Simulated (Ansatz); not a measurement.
**Computed properties of Ge**

Ge:
```cif
data_Ge34
_chemical_formula_sum 'Ge34'
_space_group_name_H-M_alt 'P 1'
_space_group_IT_number 1
_cell_length_a 10.74996
_cell_length_b 10.74996
_cell_length_c 10.74996
_cell_angle_alpha 60.000
_cell_angle_beta 60.000
_cell_angle_gamma 60.000
loop_
_space_group_symop_operation_xyz
  'x, y, z'
loop_
_atom_site_label
_atom_site_type_symbol
_atom_site_fract_x
_atom_site_fract_y
_atom_site_fract_z
_atom_site_occupancy
Ge1 Ge 0.00000 0.00000 0.00000 1
Ge2 Ge 0.25000 0.25000 0.25000 1
Ge3 Ge 0.97415 0.34195 0.34195 1
Ge4 Ge 0.90805 0.90805 0.27585 1
Ge5 Ge 0.34195 0.97415 0.34195 1
Ge6 Ge 0.90805 0.90805 0.90805 1
Ge7 Ge 0.34195 0.34195 0.34195 1
Ge8 Ge 0.90805 0.27585 0.90805 1
Ge9 Ge 0.34195 0.34195 0.97415 1
Ge10 Ge 0.27585 0.90805 0.90805 1
Ge11 Ge 0.88942 0.49544 0.49544 1
Ge12 Ge 0.13029 0.75456 0.36058 1
Ge13 Ge 0.49544 0.88942 0.11971 1
Ge14 Ge 0.75456 0.13029 0.75456 1
Ge15 Ge 0.11971 0.49544 0.49544 1
Ge16 Ge 0.75456 0.36058 0.75456 1
Ge17 Ge 0.49544 0.11971 0.88942 1
Ge18 Ge 0.36058 0.75456 0.13029 1
Ge19 Ge 0.49544 0.88942 0.49544 1
Ge20 Ge 0.36058 0.13029 0.75456 1
Ge21 Ge 0.11971 0.49544 0.88942 1
Ge22 Ge 0.75456 0.75456 0.13029 1
Ge23 Ge 0.49544 0.11971 0.49544 1
Ge24 Ge 0.75456 0.75456 0.36058 1
Ge25 Ge 0.88942 0.49544 0.11971 1
Ge26 Ge 0.13029 0.36058 0.75456 1
Ge27 Ge 0.49544 0.49544 0.88942 1
Ge28 Ge 0.75456 0.36058 0.13029 1
Ge29 Ge 0.88942 0.11971 0.49544 1
Ge30 Ge 0.13029 0.75456 0.75456 1
Ge31 Ge 0.49544 0.49544 0.11971 1
Ge32 Ge 0.36058 0.75456 0.75456 1
Ge33 Ge 0.11971 0.88942 0.49544 1
Ge34 Ge 0.75456 0.13029 0.36058 1
```

Space group Fd-3m (No. 227); conventional cell a = b = c = 15.2027 Å, α = β = γ = 90.00°.

Method: r²SCAN+D4 (plane waves, PAW; program Ansatz). Geometry: relaxed at this level of theory. Other levels are named where they apply.

**Cell and energy**

```yaml
volume_per_atom: 25.84 Å³
density: 4.67 g/cm³
```

**Electronic structure**

```yaml
band_gap: 1.10 eV (direct)
valence_band_maximum: at L
conduction_band_minimum: at L (4 equivalent valleys)
```

**Mechanics**

```yaml
Elastic constants (relaxed ions, GPa): C11 = 122, C12 = 34.4, C44 = 43.4
mechanical_stability: stable (all eigenvalues of C positive)
hill_bulk_and_shear_moduli: 63.8 and 43.7 GPa
Young's modulus: 107 GPa
Poisson's ratio: 0.22
debye_temperature_from_the_elastic_constants: 341 K
```

The first step of the workflow began from a Materials Project structure, measured or hypothetical. Its sites differ from those of the usual phase in this space group: another stacking or structure type. Symmetry was held in the r²SCAN+D4 relaxation; its stability against distortions is not shown here. Spin–orbit coupling is left out wherever it is not named.

Potentials: the later of the program's two PAW sets.
